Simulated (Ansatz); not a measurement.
Q: Name crystals whose computed values (PBEsol (plane waves, PAW; program Ansatz)) fall in these windows: highest Γ mode, no LO–TO term (cm⁻¹) 130 to 160; Θ_D (K) 190 to 260; B₀ by P(V) fit (GPa) 120 to 160.

A: 

| crystal | highest Γ mode, no LO–TO term (cm⁻¹) | Θ_D (K) | B₀ by P(V) fit (GPa) |
|---|---|---|---|
| InPd, CsCl type | 145 | 233 | 135 |
Others may fit too.

The cell was relaxed under the symmetry of its start. Rows with no word on spin ran without spin polarisation. Scalar-relativistic: spin–orbit coupling is off unless named, which matters more the heavier the elements.

Potentials: the later of the program's two PAW sets.
